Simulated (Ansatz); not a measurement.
VMo$_{2}$Se$_{4}$ in Ansatz, settings compared

input.yaml:

```yaml
crystal:
  lattice:
    - [0.0, 3.409227, 0.0]
    - [6.267457, 0.0, 0.0]
    - [-2.821641, 1.704613, -6.139432]
  atoms:
    - { symbol: Se, position: [0.3675, 0.9726, 0.265] }
    - { symbol: Se, position: [0.6325, 0.0274, 0.735] }
    - { symbol: V, position: [0.0, 0.0, 0.0] }
    - { symbol: Se, position: [0.8938, 0.4493, 0.2124] }
    - { symbol: Se, position: [0.1062, 0.5507, 0.7876] }
    - { symbol: Mo, position: [0.2561, 0.6904, 0.4878] }
    - { symbol: Mo, position: [0.7439, 0.3096, 0.5122] }
  symmetry: { tolerance: 0.0003 }
kpoints:
  mp_grid: { grid: [6, 3, 6], shift: [0, 0, 0] }
magnetization:
  spin_polarized: false
scf:
  occupations: { method: fermi_dirac, width: 0.0674 }
hamiltonian:
  pseudopotentials: { kind: paw }
  xc: pbe
basis:
  ecutwfc: 420
output:
  forces: true
  stress: true
  eigenvalues: true
```

Run with:

```bash
ansatz run input.yaml --threads 1 --pin off --max-ram 2560MiB --backend cpu --events-out ev --progress --plain --runs-dir out
```

Origin of the cell: a known structure type with other elements, at an estimated volume, so it need not be a known compound.

Output of this run (shortened):

```
Pseudopotentials: kind: paw
Pseudopotential: Se, paw, valence charge 16, recommended cutoff 420 eV (normal), Se.paw.azcp
Pseudopotential: V, paw, valence charge 13, recommended cutoff 420 eV (normal), V.paw.azcp
Pseudopotential: Mo, paw, valence charge 14, recommended cutoff 420 eV (normal), Mo.paw.azcp
Functional definition: PBE
  exchange = pbe_x(kappa = kappa, mu = beta*pi^2/3)
  correlation = pbe_c(beta = beta)
Crystal: 7 atoms, lattice volume = 131.182 Å³
Basis set: ecut = 420 eV, 2577 PW (Γ), exchange–correlation on 48×90×96 points (8 copies of the dense FFT grid, shifted against one another)
Bands: 63, of which v1, the nominal top of the filled ones, is band 53 counted from 1 (52 counted from 0)
Symmetry: 4 space group operations
Space group: C2/m (ITA 12), of the structure as read, at distance tolerance 1.5e-3 Å
[… 7 lines left out …]
Initial density: superposition of atomic densities (neutral atoms: chi_scale 0, normalization atom), corrected by the library's trained network
Functional: x = pbe(κ = 0.804, μ = 0.219515), c = pbe(β = 0.066725)
SCF iter   1: F=—  HF=-34704.009053 eV  Δρ=1.36e-2  dr2=5.25e-1
SCF iter   2: F=—  HF=-34703.994485 eV  Δρ=4.16e-3  dr2=1.80e-2  defer=10
SCF iter   3: F=—  HF=-34703.993451 eV  Δρ=2.86e-3  dr2=1.70e-2  defer=10
SCF iter   4: F=—  HF=-34703.990959 eV  Δρ=6.97e-4  dr2=9.91e-4  defer=10
SCF iter   5: F=—  HF=-34703.990929 eV  Δρ=2.27e-4  dr2=6.05e-5  defer=10
SCF iter   6: F=—  HF=-34703.990926 eV  Δρ=4.31e-5  dr2=2.30e-6  defer=10
SCF iter   7: F=—  HF=-34703.990926 eV  Δρ=1.10e-5  dr2=1.30e-7  defer=10
SCF iter   8: F=-34703.990926 eV  HF=-34703.990926 eV  Δρ=4.34e-6  dr2=2.52e-8
SCF 1 converged in 8 iterations: F = -34703.990926 eV  dr2 = 2.52e-8
SCF converged after 8 iterations
Free energy (F): -34703.990926 eV
Harris-Foulkes:  -34703.990926 eV  (|F-HF|=7.76e-9)
Internal energy: -34703.892019 eV  (E = F + TS)
E sigma→0 (E₀):  -34703.941472 eV
Entropy (-TS):   -0.098908 eV (-14.130 meV/atom)
Fermi energy:    13.988053 eV
--- Per-component energies (eV) ---
  E_band       = -1728.013014
  E_kinetic    = 1694.157394
  E_local      = -11888.198733  (includes V_loc(G=0)·N_el)
  E_nonlocal   = -2136.503292
  E_hartree    = 5617.275660
  E_xc         = -914.167972
  E_vxc        = -1016.408409  (∫ρ·V_xc dr)
  E_paw        = -15164.355681  (= ΣΔE_a)
  E_vpaw       = 384.394869  (= ΣTr[D̂ρ^β])
  E_aug_tail   = -0.002024  (compensation charges beyond the density's cutoff)
  E_ewald      = -11912.097370
  E_smearing   = -0.098908  (= −TS)
  Σ components = -34703.990926   (vs F -34703.990926, Δ=0.00e0)
--- Forces (eV/Å), atoms counted from 1 ---
  atom   1  Se    -0.437713    -0.000000    -0.262811
  atom   2  Se     0.437713     0.000000     0.262811
  atom   3  V      0.000000    -0.000000    -0.000000
  atom   4  Se    -0.314161     0.000000     0.312033
  atom   5  Se     0.314161    -0.000000    -0.312033
  atom   6  Mo    -0.879529    -0.000000    -0.216061
  atom   7  Mo     0.879529     0.000000     0.216061
  max |Σ_I F_I| component: 1.11e-16 eV/Å
--- Stress (GPa, compression-positive) ---
       -1.954342      -0.000000      -0.520789
       -0.000000      -4.247339       0.000000
       -0.520790       0.000000      -0.617549
  P = ⅓ Tr σ = -2.2731 GPa (-22.731 kbar)
```

The same input was run again with these changes:

1. `scf.lower_state_search` default → standard
2. `scf.occupations.method` fermi_dirac → gaussian; `scf.occupations.width` 0.0674 → 0.001
3. `scf.convergence.dr2_threshold` default → 1.0e-09

```tsv
run	end	SCF iterations	P (GPa)	max force component (eV/Å)	gap on mesh (eV)	moment (μB)	ΔE(σ→0) (meV/atom)
base	converged	8	-2.27	0.880	–	–	0
1	converged	8	-2.27	0.880	–	–	0.00
2	converged	13	-2.37	0.800	–	–	0.66
3	converged	10	-2.27	0.880	–	–	0.00
```

Energies are compared only where functional, datasets, charge and starting cell are the same.

Caveats of the base run: no spin polarisation, so a magnetic state may lie lower; the k mesh is coarse if the cell is a metal.

The base run ran for 18 s on 1 thread of Intel(R) Xeon(R) Platinum 8259CL CPU @ 2.50GHz (Skylake/Cascade Lake), on a shared host, peak memory 0.68 GiB, from the program's own first density.
